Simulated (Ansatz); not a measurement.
GaBi:
```
GaBi
1.0
    0.00000     2.94293     2.94293
    2.94293     0.00000     2.94293
    2.94293     2.94293     0.00000
Bi Ga
1 1
Direct
  0.00000   0.00000   0.00000
  0.50000   0.50000   0.50000
```

Relaxed with PBEsol. Special points in fractions of this cell's reciprocal vectors: Γ (0.000, 0.000, 0.000); X (0.500, 0.000, 0.500); U (0.625, 0.250, 0.625); K (0.375, 0.375, 0.750); L (0.500, 0.500, 0.500); W (0.500, 0.250, 0.750).

### Question
List the band energies nearest the Fermi level at these points for plane-wave PAW PBEsol (Ansatz code).

### Answer
In eV from the Fermi level; about four levels below and three above (degenerate sets whole), none deeper than 8.9 eV; points with the same levels are listed once.

```csv
k,below,above
Γ,-1.67,0.20 0.20 0.20
X,-4.99 -4.31 -2.33 -2.33,3.20 8.59 8.59
U,-5.97 -4.45 -1.66 -0.87,5.42 6.19 6.62
L,-7.36,0.61 0.61 2.00
W,-5.79 -3.96 -3.96,2.18 2.91 6.73 6.73
```

Space group Fm-3m (rock salt). A made-up cell: these elements were put on the sites of a structure type; neither database checked (COD, Materials Project) lists it. Its standing as an ambient phase is unchecked. The cell was relaxed with PBEsol under the symmetry of its start; of distortions, only those at the zone centre were tested. Scalar-relativistic: spin–orbit coupling is off unless named, which matters more the heavier the elements.

Potentials: the later of the program's two PAW sets.
